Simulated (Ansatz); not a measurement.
The calculation used DFT PBE, scalar-relativistic, plane waves, PAW (Ansatz 0.2.0). All cells share a 420 eV cutoff and Γ-centred k meshes spaced at most about 0.3 Å⁻¹ (about 0.25 or finer for metals, 2π included). Collinear spin in cells that started with moments and kept them past the coarse steps, no spin elsewhere.

All energies are static (0 K, no zero-point motion).

Two forms of Ta₂SiO₃ were relaxed alike.

A. (no spin)

```cif
data_structure
_symmetry_space_group_name_H-M 'R-3m:H'
_symmetry_Int_Tables_number 166
_cell_length_a 4.8626
_cell_length_b 4.8626
_cell_length_c 14.4001
_cell_angle_alpha 90.000
_cell_angle_beta 90.000
_cell_angle_gamma 120.000
_cell_volume 294.87
loop_
_atom_site_label
_atom_site_type_symbol
_atom_site_symmetry_multiplicity
_atom_site_Wyckoff_symbol
_atom_site_fract_x
_atom_site_fract_y
_atom_site_fract_z
_atom_site_occupancy
Ta1 Ta 6 c 0.00000 0.00000 0.74616 1
Si1 Si 3 a 0.00000 0.00000 0.00000 1
O1 O 9 d 0.16667 0.83333 0.83333 1
```

B. (site moments under 0.1 μB)

```cif
data_structure
_symmetry_space_group_name_H-M 'P6/mmm'
_symmetry_Int_Tables_number 191
_cell_length_a 6.5844
_cell_length_b 6.5844
_cell_length_c 2.8787
_cell_angle_alpha 90.000
_cell_angle_beta 90.000
_cell_angle_gamma 120.000
_cell_volume 108.08
loop_
_atom_site_label
_atom_site_type_symbol
_atom_site_symmetry_multiplicity
_atom_site_Wyckoff_symbol
_atom_site_fract_x
_atom_site_fract_y
_atom_site_fract_z
_atom_site_occupancy
Ta1 Ta 2 d 0.33333 0.66667 0.50000 1
Si1 Si 1 a 0.00000 0.00000 0.00000 1
O1 O 3 g 0.50000 0.00000 0.50000 1
```

Question: Which is lower in energy, and by how much?

Answer: B is lower, by 113 meV/atom. A has space group R-3m (No. 166), 16.4 Å³/atom and no gap on its mesh; B has space group P6/mmm (No. 191), 18.0 Å³/atom and no gap. Counting O atoms around Si and Ta (those within 1.25 times the shortest such distance or 1.15 times the sum of covalent radii; the shortest distance is added where it is long for a bond), A has Ta 3, Si 6 from 2.8 Å and B has Ta 3, Si 12 from 3.6 Å. The lower one is the more open, so pressure narrows the difference. In A, around Ta lie 3 O at 1.88 Å, 3 Si at 3.03 Å, 6 Ta at 3.62–3.77 Å and 1 Si at 3.66 Å; Si is surrounded by 6 O at 2.78 Å, 6 Ta at 3.03 Å and 2 Ta at 3.66 Å; O has 2 Ta at 1.88 Å, 4 O at 2.43 Å and 2 Si at 2.78 Å. In B, Ta has 3 O at 1.90 Å and 2 Ta at 2.88 Å; around Si lie 2 Si at 2.88 Å; around O lie 2 Ta at 1.90 Å. Both come from invented guesses.

Spin–orbit coupling, which can matter for Ta, is left out. Cells relaxed within their symmetry can be saddle points.
